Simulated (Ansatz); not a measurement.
Stability of a relaxed cell of AlSe$_{3}$

Atoms and cell were relaxed at zero pressure (-10.1 % in volume from the start). The relaxed cell:

```
Al Se
1.0
     3.23561    5.60424    0.00000
    -3.23561    5.60424    0.00000
     0.00000   -3.73616    4.74795
Al Se
2 6
Direct
  0.00000 0.00000 0.00000
  0.50000 0.50000 0.50000
  0.94771 0.55229 0.75000
  0.25000 0.94771 0.75000
  0.55229 0.25000 0.75000
  0.05229 0.44771 0.25000
  0.75000 0.05229 0.25000
  0.44771 0.75000 0.25000
```

Space group R-3c (No. 167); conventional cell a = 6.471 Å, b = 6.471 Å, c = 14.244 Å, α = 90.00°, β = 90.00°, γ = 120.00°.

All energies were calculated with Ansatz 0.2.0 (PBE; 420 eV; 5×5×5 Γ-centred mesh; fermi-dirac occupations of width 0.100 eV). Spin: none; no U, no spin-orbit coupling.

What is its formation energy?

-0.148 eV an atom at 0 K against the elements' lowest computed crystals and the free molecules of gases, with no empirical correction.

Does it lie on the convex hull?

Among the phases that we computed and relaxed alike, the lowest mixture with other formulas is 38 % Se + 62 % Al$_{2}$Se$_{3}$ (shares of atoms). The cell lies 380 meV an atom above it, so it would gain by splitting into them.

The start was: a known structure type with other elements put in, at an estimated volume. An invented cell need not be a known compound.

Caveats: differences under 20 meV an atom lie within the error of meshes and cutoff; the relaxation keeps the start's symmetry, so a distorted cell may lie lower.
